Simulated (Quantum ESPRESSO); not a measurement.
## Au3Ta2W2Ti (input and log of a self-consistent run)

A calculation, not a measurement. The program is pw.x of Quantum ESPRESSO 7.5 (plane-wave density functional theory). The cell is made up: eight metal atoms on a hexagonal close-packed lattice, with elements, volume, strain and displacements drawn at random and not relaxed, so it may be unstable or far from any real phase. PseudoDojo standard norm-conserving files set the functional (PBE unless stated); there is no spin polarisation or spin-orbit coupling, the Fermi-Dirac width of 0.25 eV means electrons at about 2900 K, and the masses in the input are unused placeholders. Heavy elements are run without spin-orbit coupling, which real alloys of them have. A spin test at this wide smearing found no moment, but such smearing suppresses magnetism that the real alloy may have.

Input:

```
&control calculation='scf', pseudo_dir='./dojo.nc.sr.pbe.v0_5.standard.upf', outdir='./o', disk_io='minimal', tprnfor=.true., tstress=.true. /
&system ibrav=0, nat=8, ntyp=4, nbnd=76, ecutwfc=84.00895049, nosym=.true., tot_charge=0,
 occupations='smearing', smearing='fd', degauss=0.0183746611
/
&electrons conv_thr=1.470e-08, electron_maxstep=70, mixing_beta=0.5 /
ATOMIC_SPECIES
Au 1.0 Au.upf
Ta 1.0 Ta.upf
Ti 1.0 Ti.upf
W 1.0 W.upf
CELL_PARAMETERS angstrom
-0.0079 0.0308 -4.8275
0.0241 5.2172 -0.0329
5.9702 0.0278 0.0098
ATOMIC_POSITIONS angstrom
Au 0.1171 0.0003 0.033
Au 2.9727 -0.0557 -0.0501
Ta 1.4987 2.6611 0.0073
Ta 4.4304 2.4572 -0.0656
W -0.1164 1.9575 -2.3146
Au 2.9673 1.6928 -2.2637
Ti 1.59 4.5242 -2.4572
W 4.4567 4.4408 -2.3804
K_POINTS automatic
5 5 4 1 1 1
```

The log is shortened where brackets say so; the opening notice, blank lines, dates and the lines on written files are dropped, and the path of the files is cut. It prints rydbergs, bohrs and kilobars, and counts compression as positive stress. Its total energy is the free energy E - TS of the whole cell.

```
     Program PWSCF v.7.5
     Parallel version (MPI & OpenMP), running on       4 processor cores
     Number of MPI processes:                 4
     Threads/MPI process:                     1
     [start-up lines left out]
     bravais-lattice index     =            0
     lattice parameter (alat)  =       9.1229  a.u.
     unit-cell volume          =    1014.6523 (a.u.)^3
     number of atoms/cell      =            8
     number of atomic types    =            4
     number of electrons       =       123.00
     number of Kohn-Sham states=           76
     kinetic-energy cutoff     =      84.0090  Ry
     charge density cutoff     =     336.0358  Ry
     scf convergence threshold =      1.5E-08
     mixing beta               =       0.5000
     number of iterations used =            8  plain     mixing
     Exchange-correlation= PBE
                           (   1   4   3   4   0   0   0)
     [axes and pseudopotential details left out]
   Cartesian axes
     site n.     atom                  positions (alat units)
         1        Au     tau(   1) = (   0.0242563   0.0000621   0.0068357  )
         2        Au     tau(   2) = (   0.6157712  -0.0115378  -0.0103778  )
         3        Ta     tau(   3) = (   0.3104438   0.5512257   0.0015121  )
         4        Ta     tau(   4) = (   0.9177222   0.5089895  -0.0135885  )
         5        W      tau(   5) = (  -0.0241113   0.4054806  -0.4794510  )
         6        Au     tau(   6) = (   0.6146526   0.3506501  -0.4689075  )
         7        Ti     tau(   7) = (   0.3293559   0.9371521  -0.5089895  )
         8        W      tau(   8) = (   0.9231700   0.9198765  -0.4930810  )
     number of k points=    50  Fermi-Dirac smearing, width (Ry)=  0.0184
                       cart. coord. in units 2pi/alat
        k(    1) = (   0.1008148   0.0914388  -0.0995838), wk =   0.0400000
        k(    2) = (   0.3029739   0.0905028  -0.0999206), wk =   0.0400000
     [further k points left out]
     Dense  grid:   105567 G-vectors     FFT dimensions: (  54,  60,  72)
     Estimated max dynamical RAM per process >     404.90 MB
     Estimated total dynamical RAM >       1.51 GB
     Initial potential from superposition of free atoms
     starting charge     122.9952, renormalised to     123.0000
     Starting wfcs are   80 randomized atomic wfcs
     total cpu time spent up to now is        5.4 secs
     per-process dynamical memory:   319.9 Mb
     Self-consistent Calculation
     iteration #  1     ecut=    84.01 Ry     beta= 0.50
     Davidson diagonalization with overlap
     ethr =  1.00E-02,  avg # of iterations =  2.6
     total cpu time spent up to now is       17.9 secs
     total energy              =   -1569.75792062 Ry
     estimated scf accuracy    <       3.38498026 Ry
     iteration #  2     ecut=    84.01 Ry     beta= 0.50
     Davidson diagonalization with overlap
     ethr =  2.75E-03,  avg # of iterations =  3.3
     total cpu time spent up to now is       31.1 secs
     total energy              =   -1570.46681776 Ry
     estimated scf accuracy    <      10.97800232 Ry
     iteration #  3     ecut=    84.01 Ry     beta= 0.50
     Davidson diagonalization with overlap
     ethr =  2.75E-03,  avg # of iterations =  3.3
     total cpu time spent up to now is       43.4 secs
     total energy              =   -1571.42313409 Ry
     estimated scf accuracy    <       2.38204794 Ry
     iteration #  4     ecut=    84.01 Ry     beta= 0.50
     Davidson diagonalization with overlap
     ethr =  1.94E-03,  avg # of iterations =  2.0
     total cpu time spent up to now is       53.8 secs
     total energy              =   -1571.60179459 Ry
     estimated scf accuracy    <       0.38427470 Ry
     iteration #  5     ecut=    84.01 Ry     beta= 0.50
     Davidson diagonalization with overlap
     ethr =  3.12E-04,  avg # of iterations =  4.4
     total cpu time spent up to now is       65.9 secs
     total energy              =   -1571.62039958 Ry
     estimated scf accuracy    <       0.20876099 Ry
     [iterations 6 to 13 left out]
     iteration # 14     ecut=    84.01 Ry     beta= 0.50
     Davidson diagonalization with overlap
     ethr =  9.27E-10,  avg # of iterations =  2.3
     total cpu time spent up to now is      170.1 secs
     total energy              =   -1571.65312223 Ry
     estimated scf accuracy    <       0.00000163 Ry
     iteration # 15     ecut=    84.01 Ry     beta= 0.50
     Davidson diagonalization with overlap
     ethr =  9.27E-10,  avg # of iterations =  2.0
     total cpu time spent up to now is      180.4 secs
     total energy              =   -1571.65312239 Ry
     estimated scf accuracy    <       0.00000015 Ry
     iteration # 16     ecut=    84.01 Ry     beta= 0.50
     Davidson diagonalization with overlap
     ethr =  1.18E-10,  avg # of iterations =  2.4
     total cpu time spent up to now is      191.9 secs
     total energy              =   -1571.65312241 Ry
     estimated scf accuracy    <       0.00000004 Ry
     iteration # 17     ecut=    84.01 Ry     beta= 0.50
     Davidson diagonalization with overlap
     ethr =  3.09E-11,  avg # of iterations =  2.7
     total cpu time spent up to now is      203.3 secs
     total energy              =   -1571.65312241 Ry
     estimated scf accuracy    <       0.00000003 Ry
     iteration # 18     ecut=    84.01 Ry     beta= 0.50
     Davidson diagonalization with overlap
     ethr =  2.22E-11,  avg # of iterations =  1.8
     total cpu time spent up to now is      213.6 secs
     End of self-consistent calculation
     [lines on levels left out]
!    total energy              =   -1571.65312241 Ry
     estimated scf accuracy    <          6.9E-09 Ry
     smearing contrib. (-TS)   =      -0.12296722 Ry
     internal energy E=F+TS    =   -1571.53015519 Ry
     The total energy is F=E-TS. E is the sum of the following terms:
     one-electron contribution =    -458.00664704 Ry
     hartree contribution      =     283.35750810 Ry
     xc contribution           =    -298.42825745 Ry
     ewald contribution        =   -1098.45275880 Ry
     convergence has been achieved in  18 iterations
     Forces acting on atoms (cartesian axes, Ry/au):
     atom    1 type  1   force =    -0.02639888   -0.00006979    0.00554241
     atom    2 type  1   force =     0.01478237   -0.00767765    0.03083289
     atom    3 type  2   force =    -0.05277338   -0.03848938    0.01469488
     atom    4 type  2   force =     0.03507143    0.05441190    0.04216326
     atom    5 type  4   force =     0.02916668    0.03150552   -0.02735826
     atom    6 type  1   force =    -0.02570632    0.02530085   -0.05329877
     atom    7 type  3   force =    -0.03115025   -0.02028500    0.00412129
     atom    8 type  4   force =     0.05700834   -0.04469644   -0.01669770
     Total force =     0.161448     Total SCF correction =     0.000284
     Computing stress (Cartesian axis) and pressure
          total   stress  (Ry/bohr**3)                   (kbar)     P=     -124.34
  -0.00069401   0.00003451  -0.00001745         -102.09        5.08       -2.57
   0.00003451  -0.00106900   0.00005722            5.08     -157.25        8.42
  -0.00001745   0.00005722  -0.00077264           -2.57        8.42     -113.66
     init_run     :      5.12s CPU      5.29s WALL (       1 calls)
     electrons    :    204.36s CPU    208.26s WALL (       1 calls)
     forces       :      2.33s CPU      2.35s WALL (       1 calls)
     stress       :      8.20s CPU      8.34s WALL (       1 calls)
     [timing details left out]
     PWSCF        :   3m40.10s CPU   3m44.38s WALL
     JOB DONE.
```

In other units: free energy -21383.430 eV for the cell, pressure -12.43 GPa, largest force component 1.466 eV/Å in size. The run took 226 s of wall time with four MPI processes on a shared machine (AMD EPYC, Zen 5, virtual cores), so the time is rough. A rerun of this cell at a higher cutoff and on a denser mesh moved values by no more than 0.003 eV in energy, 0.02 GPa in stress and 0.008 eV/Å in force, and a second program with other atomic files agreed on that cell to 2 % rms in force and 0.5 GPa in pressure.